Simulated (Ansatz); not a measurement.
Geometry optimisation in Ansatz: input, command and trajectory.

```yaml
crystal:
  lattice:
    - [2.5221, 0.0, 0.0]
    - [-1.26105, 2.1842026709, 0.0]
    - [0.0, 0.0, 4.1186]
  atoms:
    - { symbol: C, position: [0.3333333333, 0.6666666667, 0.0625] }
    - { symbol: C, position: [0.6666666667, 0.3333333333, 0.5625] }
    - { symbol: C, position: [0.3333333333, 0.6666666667, 0.4375] }
    - { symbol: C, position: [0.6666666667, 0.3333333333, 0.9375] }
basis:
  ecutwfc: 500
kpoints:
  mp_grid: { grid: [12, 12, 6] }
hamiltonian:
  xc: r2scan
scf:
  occupations: { method: gaussian, width: 0.02 }
output:
  forces: true
  stress: true
  eigenvalues: true
relax:
  adjacent_minimum: "off"
  f_tol: 0.005
  max_steps: 80
  cell: { stress_tol: 0.05 }
```

```bash
ansatz run input.yaml --threads 1 --pin off --max-ram 2560MiB --backend cpu --events-out ev --progress --plain --runs-dir out
```

The calculation used DFT r2SCAN, scalar-relativistic, plane waves, PAW (Ansatz).

Of 7 frames 6 are shown, positions in Å and forces in eV/Å; the SCF threshold varies from step to step. Steps run on the plane waves of an earlier cell, with a Pulay correction in the pressure. The basis is chosen afresh for the last frame, the zero of the energies, and at times for earlier ones too; energy and pressure step there, also at an unchanged geometry.

```xyz
4
Lattice="2.5221 0.0000 0.0000 -1.2611 2.1842 0.0000 0.0000 0.0000 4.1186" Properties=species:S:1:pos:R:3:forces:R:3 pbc="T T T" step=1 free_energy_over_end_meV_per_atom=6.20 pressure_GPa=-0.96
C     0.0000    1.4561    0.2574    0.0000    0.0000    0.0610
C     1.2611    0.7281    2.3167    0.0000    0.0000    0.0610
C     0.0000    1.4561    1.8019    0.0000    0.0000   -0.0610
C     1.2611    0.7281    3.8612    0.0000    0.0000   -0.0610
4
Lattice="2.4982 0.0000 0.0000 -1.2491 2.1635 0.0000 0.0000 0.0000 4.1894" Properties=species:S:1:pos:R:3:forces:R:3 pbc="T T T" step=2 free_energy_over_end_meV_per_atom=2.88 pressure_GPa=-0.68
C     0.0000    1.4423    0.2703    0.0000    0.0000   -0.5671
C     1.2491    0.7212    2.3650    0.0000    0.0000   -0.5671
C     0.0000    1.4423    1.8244    0.0000    0.0000    0.5671
C     1.2491    0.7212    3.9191    0.0000    0.0000    0.5671
4
Lattice="2.5063 0.0000 0.0000 -1.2531 2.1705 0.0000 0.0000 0.0000 4.1637" Properties=species:S:1:pos:R:3:forces:R:3 pbc="T T T" step=3 free_energy_over_end_meV_per_atom=0.50 pressure_GPa=-0.62
C     0.0000    1.4470    0.2645    0.0000    0.0000   -0.2474
C     1.2531    0.7235    2.3463    0.0000    0.0000   -0.2474
C     0.0000    1.4470    1.8174    0.0000    0.0000    0.2474
C     1.2531    0.7235    3.8993    0.0000    0.0000    0.2474
4
Lattice="2.5022 0.0000 0.0000 -1.2511 2.1670 0.0000 0.0000 0.0000 4.1681" Properties=species:S:1:pos:R:3:forces:R:3 pbc="T T T" step=4 free_energy_over_end_meV_per_atom=0.00 pressure_GPa=0.44
C     0.0000    1.4447    0.2611    0.0000    0.0000    0.0283
C     1.2511    0.7223    2.3452    0.0000    0.0000    0.0283
C     0.0000    1.4447    1.8229    0.0000    0.0000   -0.0283
C     1.2511    0.7223    3.9070    0.0000    0.0000   -0.0283
4
Lattice="2.5031 0.0000 0.0000 -1.2515 2.1677 0.0000 0.0000 0.0000 4.1686" Properties=species:S:1:pos:R:3:forces:R:3 pbc="T T T" step=5 free_energy_over_end_meV_per_atom=-0.01 pressure_GPa=0.07
C     0.0000    1.4451    0.2615    0.0000    0.0000   -0.0005
C     1.2515    0.7226    2.3458    0.0000    0.0000   -0.0005
C     0.0000    1.4451    1.8228    0.0000    0.0000    0.0005
C     1.2515    0.7226    3.9071    0.0000    0.0000    0.0005
4
Lattice="2.5032 0.0000 0.0000 -1.2516 2.1678 0.0000 0.0000 0.0000 4.1689" Properties=species:S:1:pos:R:3:forces:R:3 pbc="T T T" step=7 free_energy_over_end_meV_per_atom=0.00 pressure_GPa=0.00
C     0.0000    1.4452    0.2615    0.0000    0.0000    0.0002
C     1.2516    0.7226    2.3460    0.0000    0.0000    0.0002
C     0.0000    1.4452    1.8229    0.0000    0.0000   -0.0002
C     1.2516    0.7226    3.9074    0.0000    0.0000   -0.0002
```

The run took 12 s on 1 thread of Intel(R) Xeon(R) Platinum 8488C (Sapphire Rapids) (shared host), peak memory 0.43 GiB.